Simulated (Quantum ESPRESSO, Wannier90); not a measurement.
**Wannierisation of Pt (fcc (Cu type))**

```yaml
crystal:
  lattice:
    - [0.00000, 1.97158, 1.97158]
    - [1.97158, 0.00000, 1.97158]
    - [1.97158, 1.97158, 0.00000]
  atoms:
    - { symbol: Pt, position: [0.00000, 0.00000, 0.00000] }
```

Materials Project entry mp-126; symmetrised, unrelaxed at this level. This is the element's usual structure. Method: PBEsol plane waves in Quantum ESPRESSO 7.5 (PseudoDojo norm-conserving files, 68 Ry, no spin polarisation, no spin-orbit coupling), Bloch states on a 12×12×12 mesh through Γ, Wannier90 4.0.1. Density: 18×18×18 mesh, cold smearing 0.01 Ry. Spin-orbit coupling is left out although heavy elements are present.

Energies are relative to the Fermi level.

**Bands.** No gap over 0.05 eV opens at the Fermi level at this level of theory. 2 filled groups are cut off by gaps; the highest, bands 2–4, spans -52.97 to -52.52 eV and is Pt 5p 100 %.

**Model.** 9 functions (Pt spd) from bands 5-21, frozen to 1.50 eV, reach Ω_I = 7.75 Å² and follow pw.x to 2.7 meV rms (states up to 1.0 eV relative to the Fermi level).

**Frozen window.** Edge, Ω_I and misfit go -0.5 eV, 7.73 Å², 8.9 meV; 1.0 eV, 7.74 Å², 3.0 meV; 1.5 eV, 7.75 Å², 2.7 meV; 3.5 eV, 7.79 Å², 1.5 meV. Ω_I never falls as the edge rises, since each frozen state takes freedom from the choice of the smoothest subspace. The edges under the compared range leave its upper states unfrozen, and their misfit is the largest.

**No window.** Without a frozen window Ω_I drops to 7.41 Å² while the misfit grows to 656 meV: a small spread is no proof of good bands.

**Outer window.** The setting "outer window to 27.34 eV" raises Ω_I to 11.21 Å², as fewer states are left to mix in, and the misfit goes to 6.5 meV.

**Stops.** With the frozen window to 18.12 eV the program stops (More states in the frozen window than target WFs). With the outer window to 21.34 eV the program stops (Energy window contains fewer states than number of target WFs).
